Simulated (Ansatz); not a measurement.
A (100) slab of SnO (P4/nmm (No. 129)), 5 planes, outer planes SnO (top) and SnO (bottom), with 10 atoms (Sn5O5) in a surface cell of A = 18.789 Å², as cut from the bulk:

```yaml
crystal:
  lattice:
    - [3.80803, 0.00000, 0.00000]
    - [0.00000, 4.93413, 0.00000]
    - [0.00000, 0.00000, 22.61605]
  atoms:
    - { symbol: Sn, position: [0.50000, 0.76753, 0.33162] }
    - { symbol: O, position: [0.00000, 0.00000, 0.33162] }
    - { symbol: Sn, position: [0.00000, 0.23247, 0.41581] }
    - { symbol: O, position: [0.50000, 0.00000, 0.41581] }
    - { symbol: Sn, position: [0.50000, 0.76753, 0.50000] }
    - { symbol: O, position: [0.00000, 0.00000, 0.50000] }
    - { symbol: Sn, position: [0.00000, 0.23247, 0.58419] }
    - { symbol: O, position: [0.50000, 0.00000, 0.58419] }
    - { symbol: Sn, position: [0.50000, 0.76753, 0.66838] }
    - { symbol: O, position: [0.00000, 0.00000, 0.66838] }
```

These are results of DFT r2SCAN, scalar-relativistic, plane waves, PAW in Ansatz, not measurements. Plane waves to 500 eV, a k mesh through Γ of 9×7×1 on the computed 10-atom cell and Gaussian smearing (0.05 eV); no spin polarisation. The cell repeats along c with a dipole correction in the vacuum.

Against the same 10 atoms in the bulk, the slab as cut lies 1.348 eV higher and the relaxed slab 1.135 eV higher.

**Question.** Work out the surface energy before and after relaxation.

**Answer.** The slab has two faces, so γ = (E_slab − N·E_bulk)/(2A), the mean of both. As cut: 1.348/(2 × 18.789) = 0.0359 eV/Å², and 1 eV/Å² = 16.02 J/m², so γ = 0.57 J/m². Relaxed: 1.135/(2 × 18.789) = 0.0302 eV/Å² = 0.48 J/m². Relaxation recovers 16 % of the cost of cutting.

**Question.** What is the ideal work of this cut, per area?

**Answer.** Griffith's ideal work is 2γ: 1.15 J/m² if the new faces stay rigid, 0.97 J/m² if they relax. One thickness was run, 5 planes, so γ can still shift with it.